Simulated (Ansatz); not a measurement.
Input file for Ansatz (an electronic-structure program):

Ansatz 0.2 input:
```yaml
crystal:
  lattice:
    - [-1.7722665347, 1.7722665347, 3.5451071728]
    - [1.7722665347, -1.7722665347, 3.5451071728]
    - [1.7722665347, 1.7722665347, -3.5451071728]
  atoms:
    - { symbol: Si, position: [0.0, 0.0, 0.0] }
    - { symbol: Cu, position: [0.75, 0.25, 0.5] }
    - { symbol: Cu, position: [0.25, 0.75, 0.5] }
    - { symbol: Cu, position: [0.5, 0.5, 0.0] }
kpoints:
  mp_grid: { grid: [16, 16, 16] }
hamiltonian:
  xc: lda
  pseudopotentials: { kind: paw }
scf:
  occupations: { method: fermi_dirac, width: 0.1 }
phonons:
  method: dfpt
  response_accuracy: low
  eigenvectors: true
  rigid_motions: translations
```

Output (shortened):

```
Pseudopotential: Si, paw, valence charge 4
Pseudopotential: Cu, paw, valence charge 19
Functional definition: SPW92
Crystal: 4 atoms, lattice volume = 44.540 Å³
Basis set: ecut = 420 eV, 867 PW (Γ), exchange–correlation on 60×60×60 points (8 copies of the dense FFT grid, shifted against one another)
Bands: 37, of which v1, the nominal top of the filled ones, is band 31 counted from 1 (30 counted from 0)
Symmetry: 16 space group operations
k-points: 621 of 4096 (irreducible under 4 space group operations, time reversal used)
SCF iter   1: F=—  HF=-20276.221712 eV  |F-HF|=—  |Δ(HF+E_count)|=         —  Δρ=1.98e-2  dr2=7.64e-2  ethr=1.77e-3  ⟨swp⟩=5.3  Hψ=80370  notcnv=0
preconditioner: auto → Kerker (q_TF=auto, 2.875 Å⁻¹)
SCF iter   2: F=—  HF=-20276.202386 eV  |F-HF|=—  |Δ(HF+E_count)|=   1.93e-2  Δρ=2.49e-3  dr2=1.77e-3  ethr=1.25e-4  ⟨swp⟩=2.0  Hψ=41604  notcnv=0  defer=533
SCF iter   3: F=—  HF=-20276.201444 eV  |F-HF|=—  |Δ(HF+E_count)|=   9.42e-4  Δρ=2.45e-3  dr2=1.24e-3  ethr=2.90e-6  ⟨swp⟩=2.0  Hψ=32916  notcnv=0  defer=533
SCF iter   4: F=—  HF=-20276.201033 eV  |F-HF|=—  |Δ(HF+E_count)|=   4.11e-4  Δρ=6.18e-4  dr2=1.28e-4  ethr=2.04e-6  ⟨swp⟩=1.0  Hψ=22448  notcnv=0  defer=533
SCF iter   5: F=—  HF=-20276.200993 eV  |F-HF|=—  |Δ(HF+E_count)|=   4.08e-5  Δρ=1.87e-4  dr2=1.67e-5  ethr=2.10e-7  ⟨swp⟩=2.3  Hψ=31915  notcnv=0  defer=533
SCF iter   6: F=—  HF=-20276.200991 eV  |F-HF|=—  |Δ(HF+E_count)|=   1.70e-6  Δρ=1.24e-4  dr2=3.83e-6  ethr=2.73e-8  ⟨swp⟩=2.0  Hψ=32713  notcnv=0  defer=533
SCF iter   7: F=—  HF=-20276.200990 eV  |F-HF|=—  |Δ(HF+E_count)|=   8.73e-7  Δρ=1.87e-5  dr2=1.69e-7  ethr=6.28e-9  ⟨swp⟩=2.0  Hψ=32472  notcnv=0  defer=533
SCF iter   8: F=—  HF=-20276.200990 eV  |F-HF|=—  |Δ(HF+E_count)|=   6.02e-8  Δρ=6.74e-6  dr2=2.49e-8  ethr=2.78e-10  ⟨swp⟩=2.2  Hψ=34966  notcnv=0  defer=533
SCF iter  11: F=-20276.200990 eV  HF=-20276.200990 eV  |F-HF|=0.00e0  |Δ(HF+E_count)|=  1.09e-11  Δρ=5.68e-8  dr2=1.42e-12  ethr=1.00e-12  ⟨swp⟩=7.5  Hψ=106557  notcnv=0
SCF 1 converged in 11 iterations: F = -20276.200990 eV  dr2 = 1.42e-12
DFPT response loops at Γ: preconditioner auto → Kerker (q_TF=auto, 2.875 Å⁻¹) (partly filled bands, converged f_vac=0.001) …
SCF converged after 11 iterations
Free energy (F): -20276.200990 eV
Harris-Foulkes:  -20276.200990 eV  (|F-HF|=0.00e0)
Internal energy: -20276.169583 eV  (E = F + TS)
E sigma→0 (E₀):  -20276.185287 eV
Entropy (-TS):   -0.031407 eV (-7.852 meV/atom)
Fermi energy:    17.384842 eV
--- Per-component energies (eV) ---
  E_band       = -1046.993626
  E_kinetic    = 948.053676
  E_local      = -13336.462662  (includes V_loc(G=0)·N_el)
  E_nonlocal   = 1204.773820
  E_hartree    = 5944.158287
  E_xc         = -327.066977
  E_vxc        = -400.391968  (∫ρ·V_xc dr)
  E_paw        = -5261.638610  (= ΣΔE_a)
  E_vpaw       = -1351.283627  (= ΣTr[D̂ρ^β])
  E_aug_tail   = 0.000527  (compensation charges beyond the density's cutoff)
  E_ewald      = -9449.420955
  E_core_change = 1.433311  (= ΣΔE_core)
  E_smearing   = -0.031407  (= −TS)
  E_closure    = 0.000000  (closes the sum)
  Σ components = -20276.200990   (vs F -20276.200990, Δ=0.00e0)
  [band-id]    e_kinetic+e_local+e_nonlocal+2·e_hartree+e_vxc+e_vpaw+e_augmentation_tail = -1046.993659   (vs E_band -1046.993626, Δ=-3.37e-5)
--- Band table (eV; the first three rows and the last of 621) ---
  k-point 0: bands = ["-95.3779", "-95.3625", "-95.3467", "-53.2456", "-53.2174", "-53.2010", "-53.2010", "-53.1980", "-53.1980", "-53.1268", "-53.1268", "-53.0897", "4.6550", "11.4624", "11.6671", "12.1316", "12.1524", "12.1524", "12.8188", "13.0449", …
  k-point 1: bands = ["-95.3776", "-95.3627", "-95.3467", "-53.2449", "-53.2206", "-53.2010", "-53.1987", "-53.1980", "-53.1953", "-53.1296", "-53.1267", "-53.0897", "4.7468", "11.5086", "11.6961", "11.9672", "12.1569", "12.2343", "12.8423", "13.0129", …
  k-point 2: bands = ["-95.3767", "-95.3634", "-95.3469", "-53.2431", "-53.2268", "-53.2011", "-53.2005", "-53.1921", "-53.1875", "-53.1376", "-53.1265", "-53.0898", "5.0192", "11.6012", "11.6998", "11.7817", "12.1748", "12.3183", "12.9076", "12.9077", …
  k-point 620: bands = ["-95.3751", "-95.3626", "-95.3495", "-53.2309", "-53.2251", "-53.2251", "-53.2167", "-53.1689", "-53.1689", "-53.1318", "-53.1318", "-53.1055", "6.6507", "8.5770", "11.4140", "11.8429", "12.1459", "12.1459", "12.4829", "13.3950", …
--- Phonons (Γ-DFPT): 6 representative perturbations + reference, on 621 of 4096 k-points (Σ response iterations 19) ---
  ASR residual: 1.585e-3 → 0.000e0 eV/Å²; symmetrization residual: 1.964e-4 eV/Å²
  ASR residual per site (eV/Å²): 6.88e-5 5.46e-4 5.46e-4 1.58e-3
  Γ frequencies (cm⁻¹): 0.00 0.00 0.00 147.18 174.67 174.67 207.23 224.59 224.59 259.26 259.26 281.79
  non-analytic LO–TO correction: not included (Born effective charges unavailable; polar crystals: no LO–TO splitting at Γ)
```

Cost: roughly 12 core-minutes on shared cores.

Space group I4/mmm. The first step of the workflow began from a Materials Project structure, measured or hypothetical; the Crystallography Open Database copy checked does not list it. Its standing as an ambient phase is unchecked. The cell was relaxed with LDA under the symmetry of its start; its stability against distortions is not shown here. The run is not spin-polarised. As this level gives no gap, phonon frequencies hold no LO–TO term and depend on the k-mesh and smearing (Fermi–Dirac, 0.1 eV here).

Potentials: the later of the program's two PAW sets.

Ansatz is a plane-wave DFT program.
